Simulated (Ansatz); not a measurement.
MgH2 (rutile)

```
CELL_PARAMETERS angstrom
      4.48439     0.00000     0.00000
      0.00000     4.48439     0.00000
      0.00000     0.00000     2.99668
ATOMIC_POSITIONS crystal
  Mg 0.00000 0.00000 0.00000
  Mg 0.50000 0.50000 0.50000
  H  0.30469 0.30469 0.00000
  H  0.80469 0.19531 0.50000
  H  0.19531 0.80469 0.50000
  H  0.69531 0.69531 0.00000
```

In this cell atom 5 (H, nearest neighbour Mg at 1.932 Å; its periodic images, 3.0 Å or more away, move with it) is moved by u·(1.000, 0.000, 0.000) + v·(0.000, 1.000, 0.000); the rest is frozen.

The numbers are results of r2SCAN (plane waves to 500 eV, PAW, scalar-relativistic; Ansatz, a first-principles code), not measurements. k mesh 6×6×9 (Γ-centred), Fermi-Dirac smearing 0.05 eV. Energies are smeared free energies. Points where atoms come too close for the PAW data are left out (x in tables, blank in figures). MgH2 was relaxed with its symmetry unable to fall.

Changes of ΔE (meV/cell) from the point u = 0.000 Å, v = 0.000 Å when one coordinate moves alone (two changes are said to add if the coupling is within 5 % of the smaller one, nearly so within 20 %):

```csv
point,change
"u = 0.000 Å, v = -0.480 Å",488.3
"u = 0.000 Å, v = -0.320 Å",213.0
"u = 0.000 Å, v = -0.160 Å",51.7
"u = -0.480 Å, v = 0.000 Å",378.4
"u = -0.320 Å, v = 0.000 Å",179.6
"u = -0.160 Å, v = 0.000 Å",47.5
"u = 0.160 Å, v = 0.000 Å",51.7
"u = 0.320 Å, v = 0.000 Å",213.0
"u = 0.480 Å, v = 0.000 Å",488.3
"u = 0.000 Å, v = 0.160 Å",47.5
"u = 0.000 Å, v = 0.320 Å",179.6
"u = 0.000 Å, v = 0.480 Å",378.4
```

**Question.** Do the two effects add at u = -0.160 Å, v = 0.160 Å? Give the computed change.

**Answer.** The sum of the single changes is 47.5 + (47.5) = 95.0; the calculation gives 148.8, so the coupling contributes 53.8 (over 20 % of the smaller single change, not additive).

**Question.** What is the change at u = 0.320 Å, v = 0.160 Å, where both move, and how far is it from the sum?

**Answer.** The sum of the single changes is 213.0 + (47.5) = 260.5; the calculation gives 125.6, so the coupling contributes -134.9 (over 20 % of the smaller single change, not additive).

**Question.** Do the two effects add at u = 0.480 Å, v = 0.320 Å? Give the computed change.

**Answer.** The sum of the single changes is 488.3 + (179.6) = 667.9; the calculation gives 285.2, so the coupling contributes -382.7 (over 20 % of the smaller single change, not additive).

(A displaced cell: forces are minus the slopes of the energy, force constants its curvatures, and phonons follow from these.)
